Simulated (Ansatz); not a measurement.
Relaxed TiC (rock salt):

```
TiC
1.0
    0.00000     4.32781     4.32781
    2.16390     2.16390     4.32781
    2.16390     2.16390     0.00000
C Ti
2 2
Cartesian
  0.00000   0.00000   0.00000
  2.16390   4.32781   2.16390
  2.16390   2.16390   2.16390
  2.16390   4.32781   4.32781
```

The atoms are displaced by Q × the pattern below (from a DFPT mode at X = (0.5, 0.5, 0.0), largest move 1; Q in Å), at fixed cell. (q is in reciprocal vectors of the primitive cell; the cell shown is doubled to hold the pattern.)

```csv
atom,x,y,z
C1,0.000,0.000,-0.090
C2,0.000,0.000,0.090
Ti3,0.000,0.000,1.000
Ti4,0.000,0.000,-1.000
```

These are r2SCAN (plane waves to 500 eV, PAW, scalar-relativistic; Ansatz, a quantum-chemistry and plane-wave program) values and carry that method's errors. k mesh 18×18×18 (Γ-centred), Fermi-Dirac smearing 0.05 eV. E stands for the smeared free energy. With partly filled bands, energies and forces of such displacements shift with the k mesh and the smearing. TiC is run without spin polarisation. TiC was relaxed with its symmetry unable to fall. The zero of ΔE is the undisplaced structure.

| Q (Å) | ΔE (meV/cell) |
|---|---|
| -0.280 | 1979 |
| -0.187 | 834 |
| -0.093 | 202 |
| 0.000 | 0 |
| 0.093 | 202 |
| 0.187 | 834 |
| 0.280 | 1979 |

Q: Which DFPT wavenumber at X = (0.5, 0.5, 0.0) belongs to this mode?
(A) 289 cm⁻¹
(B) 361 cm⁻¹
(C) 608 cm⁻¹
(D) 517 cm⁻¹

A: B, 361 cm⁻¹. The curvature of the scan gives 361 cm⁻¹

(For displaced atoms, the force is minus the slope of the energy, and its curvature is a force constant, which sets phonon frequencies.)
